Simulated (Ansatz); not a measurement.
**Trial structures of Ti₂SiGe₂: starts and ends**

Level of theory: Ansatz, DFT PBE, scalar-relativistic, plane waves, PAW. All cells share a 420 eV cutoff and Γ-centred k meshes spaced at most about 0.3 Å⁻¹ (about 0.25 or finer for metals, 2π included). No spin polarisation in the final relaxations.

Each guess was relaxed in cell and atoms at zero pressure, within the symmetry of its start. All energies are static (0 K, no zero-point motion). Coordination counts Ge or Si atoms around Ti (for each partner element, those within 1.25 times its shortest distance or 1.15 times the sum of covalent radii, where it is the nearest in units of that sum or under 1.3; a plus sign parts groups by distance over the sum of covalent radii).

```tsv
guess	made from	start group	V start (Å³/atom)	end group	V end (Å³/atom)	coordination at the end	gap on mesh (eV)	E over the lowest end (meV/atom)
1	random cell	P6/mmm	16.2	P6/mmm	25.2	Ti 1+6	0	1331
2	random cell	P6/mmm	17.3	P6/mmm	26.3	Ti 3+6	0	764
3	Bi2TeSe2 type	R-3m	15.8	?	?	?	?	?
4	random cell	P-3m1	15.8	P-3m1	16.5	Ti 6	0	0
```

Guess 3 as it starts:

```
Ti Si Ge
1.0
     1.70024    0.98163    7.89542
    -1.70024    0.98163    7.89542
     0.00000   -1.96326    7.89542
Ti Si Ge
2 1 2
Direct
  0.21160 0.21160 0.21160
  0.78840 0.78840 0.78840
  0.00000 0.00000 0.00000
  0.39806 0.39806 0.39806
  0.60194 0.60194 0.60194
```

Question: Fill in the missing row: what does this guess relax into, and where does it rank?

Answer: It ends in space group R-3m (No. 166), with a = 3.178 Å, c = 29.498 Å, 17.2 Å³/atom and no gap. It lies 0.31 eV/atom over the lowest end, above guess 4 and below guess 2. Counting Ge or Si atoms around Ti, this end has Ti 3 and the lowest (guess 4) has Ti 6. The lowest (guess 4) holds Ge–Ge pairs (shortest 2.50 Å); in this end the shortest Ge–Ge distance is 3.18 Å.

```yaml
crystal:
  lattice:
    - [1.58910, 0.91746, 9.83281]
    - [-1.58910, 0.91746, 9.83281]
    - [0.00000, -1.83493, 9.83281]
  atoms:
    - { symbol: Ti, position: [0.20275, 0.20275, 0.20275] }
    - { symbol: Ti, position: [0.79725, 0.79725, 0.79725] }
    - { symbol: Si, position: [0.00000, 0.00000, 0.00000] }
    - { symbol: Ge, position: [0.39380, 0.39380, 0.39380] }
    - { symbol: Ge, position: [0.60620, 0.60620, 0.60620] }
```

The zero of energy is the elements' standard structures at the same level; no fitted shifts are applied.

Question: Is the lowest end bound against the elements?

Answer: Yes: its formation energy is −0.22 eV/atom. It lies below the elements, which doesn't yet make it stable against other compounds or structures.

Cells relaxed within their symmetry can be saddle points. A lower structure may well exist outside this small set. Some types were kept out of the candidates beforehand, so the set may lack a known form.
